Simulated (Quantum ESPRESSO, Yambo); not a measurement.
## ZnS: DFT and GW levels

ZnS is modelled in the hexagonal space group P6₃mc (No. 186), Pearson symbol hP12. Conventional cell: a = b = 3.808 Å, c = 18.679 Å, α = β = 90.00°, γ = 120.00°. S1 on 2b sees 4 Zn at 2.332 Å (tetrahedral). S2 on 2b is coordinated by 4 Zn at 2.331 Å (tetrahedral). S3 on 2a is coordinated by 4 Zn at 2.333–2.338 Å (tetrahedral). Zn1 on 2b is coordinated by 4 S at 2.331 Å (tetrahedral). Zn2 on 2b is surrounded by 4 S at 2.332 Å (tetrahedral). Zn3 on 2a sees 4 S at 2.333–2.338 Å (tetrahedral). (Neighbours: up to the widest gap in distance over summed covalent radii, below 1.35, at either atom; cation-cation contacts left out.)

The geometry is that of Materials Project entry mp-9946, symmetrised and not relaxed again.

Starting point: norm-conserving LDA (Quantum ESPRESSO, 84 Ry, no spin-orbit coupling). G0W0 in Yambo: 3×3×1 Γ-centred k mesh, bands 25 to 374 and a 7 Ry block in the screening, 374 bands in G with the Bruneval-Gonze terminator, plasmon pole fitted at 27.2 eV.

```json
{
 "LDA gap along the band path": "1.92 eV",
 "LDA gap between the mesh's edge points (Γ → Γ)": "1.92 eV",
 "G0W0 gap between the same points": "3.48 eV"
}
```

```
k point  band  E LDA (eV)  E QP (eV)  shift (eV)     Z
-------  ----  ----------  ---------  ----------  ----
Γ          VB        0.00      -0.83       -0.83  0.79
Γ          CB        1.92       2.65        0.73  0.81
K          VB       -1.52      -2.30       -0.78  0.79
K          CB        4.22       4.92        0.70  0.82
```

Energies count from the LDA valence-band maximum.

Nearest settings tried, and what they do to the gap: 254 bands in W, 254 bands in G: +47 meV; 6 Ry block (393 vectors against 455): -6 meV. Not varied: mesh. So the settings aren't converged at that level.
